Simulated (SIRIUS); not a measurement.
Consider a self-consistent single point of SnSe (Pnma, 8 atoms in the cell; from Materials Project mp-691, changed as shown).

```xyz
8
Lattice="11.4312 0.0000 0.0000 0.0000 4.0437 0.0000 0.0000 0.0000 4.6069" Properties=species:S:1:pos:R:3 pbc="T T T"
Sn     7.0735     3.0328     1.7347
Sn     4.3577     1.0109     2.8722
Sn    10.0733     1.0109     4.0382
Sn     1.3579     3.0328     0.5687
Se     1.6981     1.0109     2.3457
Se     9.7331     3.0328     2.2612
Se     4.0175     3.0328     0.0423
Se     7.4137     1.0109     4.5646
```

Method: PBE, GBRV PBE ultrasoft pseudopotentials (plane waves; SIRIUS).

SIRIUS settings:

| setting | value |
|---|---|
| parameters.ngridk | 2 4 4 |
| parameters.xc_functionals | [XC_GGA_X_PBE, XC_GGA_C_PBE] |
| parameters.gk_cutoff | 6.325 1/bohr |
| parameters.pw_cutoff | 14.143 1/bohr |
| parameters.smearing | fermi_dirac |
| parameters.smearing_width | 0.000734986 Ha |
| potentials | GBRV PBE ultrasoft pseudopotentials |
| parameters.electronic_structure_method | pseudopotential |
| parameters.num_bands | 48 |
| parameters.num_mag_dims | 0 |
| parameters.num_dft_iter | 100 |
| parameters.energy_tol | 1e-07 Ha |
| parameters.density_tol | 1e-06 |
| mixer.type | broyden2 |
| mixer.beta | 0.7 |
| mixer.use_hartree | true |

Results:

Number of valence electrons: 80
Number of bands: 48
Number of k-points after the program's reduction: 18
Number of plane waves (most at a k-point): 6180
Number of SCF iterations: 14
FFT grid: 100 × 40 × 45
Free energy E − TS: -11042.3220 eV
Gap on the k-point mesh: 1.00 eV
Pressure: 4.48 GPa
Largest force (vector length): 0.616 eV/Å

Forces (eV/Å):
```csv
atom,Fx,Fy,Fz
Sn1,-0.445,0.000,0.426
Sn2,0.445,0.000,-0.426
Sn3,0.445,0.000,0.426
Sn4,-0.445,0.000,-0.426
Se5,-0.332,0.000,0.416
Se6,0.332,0.000,-0.416
Se7,0.332,0.000,0.416
Se8,-0.332,0.000,-0.416
```

Stress (GPa, positive for compression):
```
4.68  0.00  0.00
0.00  5.13  0.00
0.00  0.00  3.64
```

Gaps are taken between levels on the mesh.

For comparison: a first run was changed to give this one (lattice scaled by 0.98), and from it to this one the free energy goes up by 28.2 meV/atom, the pressure goes from 1.02 to 4.48 GPa, the largest force goes from 0.207 to 0.616 eV/Å and the gap on the mesh goes from 1.142 to 1.002 eV.

The structure comes from a collection of computed structures, made at another level of theory; the collection holds predicted forms beside known ones.

Cost on one core: very roughly 2.6 core-minutes.
